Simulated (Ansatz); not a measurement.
KCl (rock salt, Fm-3m), DFT-PBE in the program Ansatz with PAW potentials. The conduction-band minimum lies at Γ, with 1 equivalent valley. Second derivatives d²E/dk² of the lowest band at one valley (eV·Å²), along Cartesian directions:

```tsv
direction	d²E/dk²
[100]	16.82
[010]	16.82
[001]	16.82
[110]	16.82
[101]	16.82
[011]	16.82
```

Problem. Find the principal effective masses, the density-of-states mass and the conductivity mass.

Solution. Off-diagonal terms follow from H_xy = H[110] − (H_xx + H_yy)/2, and m*/mₑ = 7.620 eV·Å² over each eigenvalue: 0.45, 0.45, 0.45. One valley's DOS mass (m₁m₂m₃)^(1/3) = 0.45, conductivity mass 3/(Σ 1/mᵢ) = 0.45 mₑ.

Problem. What effective density of states Nc follows at 300 K for parabolic valleys?

Solution. Nc = 2.509e19 × 1 × (0.45)^(3/2) ≈ 7.6e18 cm⁻³.

Problem. With the computed static dielectric constant 5.59 (mean of the diagonal), estimate a hydrogenic donor's binding energy and radius.

Solution. E = 13.606 eV × 0.45/5.59² ≈ 200 meV; a = 0.529 Å × ε/m* ≈ 6.6 Å. Semilocal masses tend to be too small where the gap is.

Problem. With ε∞ = 2.28 and ω_LO = 196 cm⁻¹, what Fröhlich coupling constant follows?

Solution. α = (1/ε∞ − 1/ε0) √(m* × 13.606 eV/ħω_LO) = 4.1.

The PBE relaxation kept the symmetry of its start; phonons on a q-mesh show no instability.

Potentials: the later of the program's two PAW sets.
